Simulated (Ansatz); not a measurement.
SrAlGeH in space group P3m1 (No. 156; Sr on 1b, Al on 1a, Ge on 1c, H on 1a) at seven volumes, DFT-r²SCAN in the program Ansatz with PAW potentials, shape and atoms relaxed at each. One row is withheld.

```
V (Å³/atom)  P (GPa)
-----------  -------
17.676          5.57
18.259          3.45
18.842          1.61
19.425          0.00
20.007             ?
20.590         -2.62
21.173         -3.68
```

Fit the shown pressures and predict the withheld one.

Third-order Birch–Murnaghan: P = (3/2)B₀(x^(7/2) − x^(5/2))[1 + (3/4)(B′ − 4)(x − 1)] with x = (V₀/V)^(2/3). Least squares on the six rows gives V₀ = 19.426 Å³/atom, B₀ = 49.89 GPa, B′ = 3.58. At V = 20.007, x = 0.9805 and P = -1.39 GPa. The run itself gave -1.40 GPa.

The workflow started from a Materials Project entry (that database holds measured and hypothetical structures alike); the Crystallography Open Database copy checked does not list it. Its standing as an ambient phase is unchecked. The r²SCAN relaxation kept the symmetry of its start; whether a distortion lowers the energy is not shown.

Potentials: the later of the program's two PAW sets.
